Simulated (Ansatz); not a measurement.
# Ta (Im-3m), clamped-ion strain scan

These are results of Ansatz, DFT LDA, scalar-relativistic, plane waves, PAW, not measurements. Settings: plane waves to 420 eV, k-mesh 20×20×20 (Γ-centred), Gaussian smearing 0.2 eV. Spin–orbit coupling is left out, which can shift energies with elements as heavy as these. No spin polarisation. Energies are free energies at this smearing, counted from the undisturbed cell; pressure is positive in compression.

Reference structure (as given, not relaxed at this level; it stands at -8.9 GPa):

```
CELL_PARAMETERS angstrom
-1.65128 1.65128 1.65128
1.65128 -1.65128 1.65128
1.65128 1.65128 -1.65128
ATOMIC_POSITIONS crystal
Ta 0.00000 0.00000 0.00000
```

The cell is strained by ε times the Voigt pattern (1, -1, 0, 0, 0, 0) (xx, yy, zz, yz, xz, xy; engineering shear) with fractional coordinates fixed. The cell is metallic on the mesh throughout. At -9 GPa the given cell is far from its own equilibrium, so these figures belong to a strongly strained crystal.

**Question.** Over the sampled range (-0.0400 to 0.0350), is the undisturbed cell the lowest point?

**Answer.** Yes, every other sampled point lies higher.

The scan:

| ε | ΔE (meV/atom) |
| --- | --- |
| -0.0400 | 17.7 |
| -0.0200 | 4.7 |
| 0.0000 | 0.0 |
| 0.0100 | 1.2 |
| 0.0250 | 7.3 |
| 0.0300 | 10.3 |
| 0.0350 | 13.8 |

Cost: 7 runs of about 1.9 core-minutes in all, on Arm Neoverse N1 (shared hosts).